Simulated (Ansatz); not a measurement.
## Hf, fcc: geometry optimisation

These are results of DFT, r2SCAN, plane waves (500 eV) with PAW, scalar-relativistic in Ansatz 0.2.0, not measurements. (PAW data from PBE, frozen cores regenerated.)

k-point mesh 12×12×12, Fermi-Dirac smearing 0.1 eV, no spin polarisation. Cell and atoms relax.

Starting structure:

```
Hf
1.0
     0.00000    2.23672    2.23672
     2.23672    0.00000    2.23672
     2.23672    2.23672    0.00000
Hf
1
Cartesian
  0.0000 0.0000 0.0000
```

Task: What cell does the relaxation end in?

Result: Fm-3m with a = 4.479 Å; 22.46 Å³ per atom against 22.38 at the start (0.4 %).

Task: How much energy does the relaxation gain?

Result: 0.1 meV per atom.
